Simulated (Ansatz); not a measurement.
Consider the following.

YCl₃ (space group C2/m)

```
CELL_PARAMETERS angstrom
      3.42684    -5.91395     0.00000
      3.42684     5.91395     0.00000
     -2.26569     0.00000     5.91321
ATOMIC_POSITIONS crystal
  Y  0.16632 0.83368 0.00000
  Y  0.83368 0.16632 0.00000
  Cl 0.93722 0.58114 0.24502
  Cl 0.06278 0.41886 0.75498
  Cl 0.41886 0.06278 0.75498
  Cl 0.58114 0.93722 0.24502
  Cl 0.78002 0.78002 0.74737
  Cl 0.21998 0.21998 0.25263
```

Equation-of-state scan: isotropic scaling of the cell above, V₀ being its volume. The atoms relax within the cell's symmetry.

Level of theory: r2SCAN+rVV10 (plane waves to 500 eV, PAW, scalar-relativistic; Ansatz, a first-principles code). k mesh 6×6×6 (Γ-centred), Fermi-Dirac smearing 0.05 eV. E stands for the smeared free energy. Compression counts positive. With the shape held, the modulus is that of even scaling; a crystal free to change shape is softer. YCl3 is run without spin polarisation. YCl3 was relaxed with its symmetry unable to fall. The zero of ΔE is the relaxed starting cell.

The scan covers V/V₀ from 0.840 to 1.160 in 11 points.

Question: What is the fitted pressure derivative B₀′?

Answer: 5.0.

Question: What bulk modulus at fixed cell shape B₀ follows from a third-order Birch-Murnaghan fit?

Answer: 14.5 GPa.

(Under strain, the slope of the energy per volume gives the stress and its curvature an elastic modulus.)
